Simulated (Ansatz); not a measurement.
## BN (F-43m): G0W0 and the starting functional

```cif
data_structure
_symmetry_space_group_name_H-M 'P 1'
_symmetry_Int_Tables_number 1
_cell_length_a 2.5569
_cell_length_b 2.5569
_cell_length_c 2.5569
_cell_angle_alpha 60.000
_cell_angle_beta 60.000
_cell_angle_gamma 60.000
_cell_volume 11.82
loop_
_atom_site_label
_atom_site_type_symbol
_atom_site_fract_x
_atom_site_fract_y
_atom_site_fract_z
_atom_site_occupancy
B1 B 0.00000 0.00000 0.00000 1
N1 N 0.25000 0.25000 0.25000 1
```

Held fixed (Ansatz):

```yaml
datasets: soft PAW set, first generation
k_mesh: 6×6×6
empty_bands: 115
response_cutoff: 180 eV
frequencies: plasmon pole, fitted at the program's default frequency
q_→_0_term: analytic weight of Carrier, Rohra and Görling
points_solved: Γ, L, X
band_sums: cut at the band count
```

The gap is read from Γ to X, linearised, between the Kohn-Sham band edges among the points solved. ε∞ is the electronic dielectric constant on this mesh. Wave cutoffs: 420, 420 eV in the order of the table.

```
orbitals  KS gap (eV)  G0W0 gap (eV)   ε∞
     LDA         4.35           6.02  4.5
     PBE         4.46              ?    ?
```

(1) Fill in the row for PBE.

## Answers

(1) G0W0 gap 6.03 eV, ε∞ 4.5.

Soft PAW datasets can miss an all-electron G0W0 gap by more than 5 %. The PAW or pseudopotential files were made with PBE. Band sums or response are cut, so the gap isn't at its basis limit. The gap is read among the points solved; the crystal's band edges can lie elsewhere.
